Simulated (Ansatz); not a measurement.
**ZrGa3, one cell by several methods**

```xyz
4
Lattice="-1.9450 1.9450 4.2754 1.9450 -1.9450 4.2754 1.9450 1.9450 -4.2754" Properties=species:S:1:pos:R:3 pbc="T T T"
Zr    0.0000    0.0000    0.0000
Ga    0.0000    0.0000    4.2754
Ga    0.0000    1.9450    2.1377
Ga    1.9450    0.0000    2.1377
```

Atom numbers follow the list: Zr1, Ga2, Ga3, Ga4.

The cell comes from COD entry 1523054, which wasn't checked; take it as a given geometry. It is an old determination, and later ones may differ. The listed cell was then made from it by scaling, straining or moving an atom.

Spin polarisation is left out, and whether a magnetic state lies lower isn't shown here.

Methods: DFT, LDA, PAW with Ansatz's default frozen-core files, scalar-relativistic (Ansatz 0.2.0); DFT, LDA, all-electron PAW with datasets made for the crystal, scalar-relativistic (Ansatz 0.2.0); DFT, LDA, all-electron LAPW, scalar-relativistic (Ansatz 0.2.0).

For PAW: a Γ-centred 12×12×12 k mesh, Fermi–Dirac smearing of 0.03 eV, cutoff 420 eV, no spin polarisation; the PAW files were made with PBE, and the program remakes their frozen cores for this functional. The crystal-made all-electron datasets (AE datasets) take a cutoff of 240 eV at this cell. LAPW targets a basis error of 1 meV/atom. The Ansatz runs share mesh, smearing and spin set-up. Plane-wave (PAW) pressures include the program's estimate of the Pulay term.

Stress and pressure are positive in compression.

The change that made this cell: volume scaled by 0.94.

Spin–orbit coupling is left out, which moves gradients at and beside heavy atoms by some per cent and at worst by a factor of two.

In a metal, gradients converge slowly with the k mesh: the values move by tens of per cent from one mesh to another, at times in sign, so only the comparison on one mesh counts.

| quantity | PAW | AE datasets | LAPW |
| --- | --- | --- | --- |
| pressure (GPa) | 1.31 | 1.36 | 1.36 |
| stress xx (GPa) | -2.20 | -2.15 | -2.15 |
| stress zz (GPa) | 8.33 | 8.37 | 8.37 |
| largest principal field gradient Vzz at Zr1 (10²¹ V/m²) | -5.03 | -5.08 | – |
| largest principal field gradient Vzz at Ga2 (10²¹ V/m²) | 10.18 | 10.11 | – |
| largest principal field gradient Vzz at Ga3 (10²¹ V/m²) | -5.13 | -5.15 | – |

PAW's pressure differs from the LAPW value by -0.05 GPa.
